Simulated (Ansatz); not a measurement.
⁴³Ca NMR of the central transition in CaAsH5O6

Cell: a computed structure from the Materials Project (it need not be an observed phase), taken as it stands.

Space group Cc (No. 9); a = 6.2360, b = 17.2821, c = 6.1553 Å, β = 108.43°.

```
site  Wyckoff  site symmetry       x       y       z
  Ca       4a              1  0.7157  0.1724  0.8794
  H3       4a              1  0.8199  0.0859  0.3666
  H4       4a              1  0.8130  0.0163  0.7000
  H5       4a              1  0.5751  0.9257  0.7144
  H6       4a              1  0.5268  0.4259  0.2395
  H9       4a              1  0.6820  0.6833  0.6951
  As       4a              1  0.3099  0.1801  0.0836
 O15       4a              1  0.7390  0.0725  0.2048
 O16       4a              1  0.8596  0.0724  0.6962
 O17       4a              1  0.5315  0.2401  0.0928
 O18       4a              1  0.5735  0.2700  0.5885
 O20       4a              1  0.3586  0.1019  0.2566
 O21       4a              1  0.2720  0.1406  0.7976
```

One atom of each set is listed; the run and its k-mesh use a cell of 26 atoms with edges of 9.19, 9.19, 6.16 Å.

Computed with Ansatz: DFT, PBE, plane waves and PAW, scalar-relativistic, 420 eV cutoff, Γ-centred 4×4×4 k-points, Fermi–Dirac smearing 0.02 eV.

⁴³Ca has I = 7/2 and Q = -40.80 mb (Pyykkö 2018); at 21.1 T its Larmor frequency is ν₀ = 60.5 MHz. Only the quadrupole interaction is simulated: positions count from each site's isotropic chemical shift, and J coupling is left out, as are shift anisotropy and dipolar coupling, which fast spinning averages.

Q: What does the ⁴³Ca spectrum (fast magic-angle spinning) show for each site?

A: 

```tsv
site	first shell	C_Q (MHz)	η	P_Q (MHz)	δ_QIS (ppm)	breadth (kHz)
Ca	6 O at 2.32–2.71 Å	3.38	0.74	3.67	-9.36	1.30
```

δ_QIS = −(ν_Q²/30ν₀²)[I(I+1) − 3/4](1 + η²/3) × 10⁶ ppm with ν_Q = 3|C_Q|/[2I(2I−1)]; it falls as 1/B₀² in ppm, and the breadth as 1/B₀ in kHz.

The largest force is 0.7 eV/Å, so the atoms aren't at the calculated equilibrium and relaxing them would move these values. A computed database structure should lie near equilibrium, so this entry is doubtful.
